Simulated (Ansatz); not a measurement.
**TlPt: course of a relaxation**

The calculation used Ansatz, DFT PBE, scalar-relativistic, plane waves, PAW. (420 eV cutoff, 6×6×10 k-mesh, Gaussian smearing of 0.10 eV, no spin polarisation)

What was changed: uniaxial strain along c, with a, b and atoms relaxed: -3.0 %.

Spin–orbit coupling is left out, which can shift energies with elements as heavy as these.

Command:

```bash
ansatz run input.yaml --threads 1 --pin off --max-ram 2560MiB --backend cpu --events-out ev --progress --plain --runs-dir out
```

Input:

```yaml
crystal:
  lattice:
    - [6.6365439823, 0.0, 0.0]
    - [-3.3182719912, 5.747415682, 0.0]
    - [0.0, 0.0, 3.8613102879]
  atoms:
    - { symbol: Tl, position: [0.5, 0.0, 0.0] }
    - { symbol: Tl, position: [0.5, 0.5, 0.0] }
    - { symbol: Tl, position: [0.0, 0.5, 0.0] }
    - { symbol: Pt, position: [0.0, 0.0, 0.0] }
    - { symbol: Pt, position: [0.333333333, 0.666666667, 0.5] }
    - { symbol: Pt, position: [0.666666667, 0.333333333, 0.5] }
basis:
  ecutwfc: 420
kpoints:
  mp_grid: { grid: [6, 6, 10] }
hamiltonian:
  xc: pbe
scf:
  occupations: { method: gaussian, width: 0.1 }
output:
  forces: true
  stress: true
  eigenvalues: true
relax:
  adjacent_minimum: "off"
  f_tol: 0.008
  max_steps: 40
  cell: { stress_tol: 0.015, fix: [c, angles] }
```

F is the free energy. Steps run on the plane waves of an earlier cell, but the last one, and at times one on the way, on a freshly chosen basis, so a repeated geometry can differ a little in energy. The held parts of the cell keep their stress, so P needn't end at zero.

Steps:

```csv
step,F − F(1) (eV),largest force component (eV/Å),V (Å³/atom),P (GPa)
1,0.0000,0.000,24.547,2.04
2,-0.0183,0.000,25.371,-0.06
3,-0.0191,0.000,25.261,0.20
4,-0.0205,0.000,25.261,0.19
5,-0.0205,0.000,25.251,0.21
6,-0.0205,0.000,25.251,0.21
```

Relaxed structure:

```yaml
crystal:
  lattice:
    - [6.73105, 0.00000, 0.00000]
    - [-3.36552, 5.82926, 0.00000]
    - [0.00000, 0.00000, 3.86131]
  atoms:
    - { symbol: Tl, position: [0.50000, 0.00000, 0.00000] }
    - { symbol: Tl, position: [0.50000, 0.50000, 0.00000] }
    - { symbol: Tl, position: [0.00000, 0.50000, 0.00000] }
    - { symbol: Pt, position: [0.00000, 0.00000, 0.00000] }
    - { symbol: Pt, position: [0.33333, 0.66667, 0.50000] }
    - { symbol: Pt, position: [0.66667, 0.33333, 0.50000] }
```

The structure is hexagonal, space group P6/mmm (No. 191). Conventional cell: a = 6.731 Å, b = 6.731 Å, c = 3.861 Å, α = 90.00°, β = 90.00°, γ = 120.00°. Around Tl (site symmetry mmm) lie 4 Pt at 2.74 Å. Around Pt (site symmetry 6/mmm) lie 6 Tl at 3.37 Å and 2 Pt at 3.86 Å. Pt (site symmetry -6m2) has 6 Tl at 2.74 Å as nearest neighbours.

The run converged. It took 2.9 min on 1 thread of Arm Neoverse V2 (shared host), peak memory 0.71 GiB.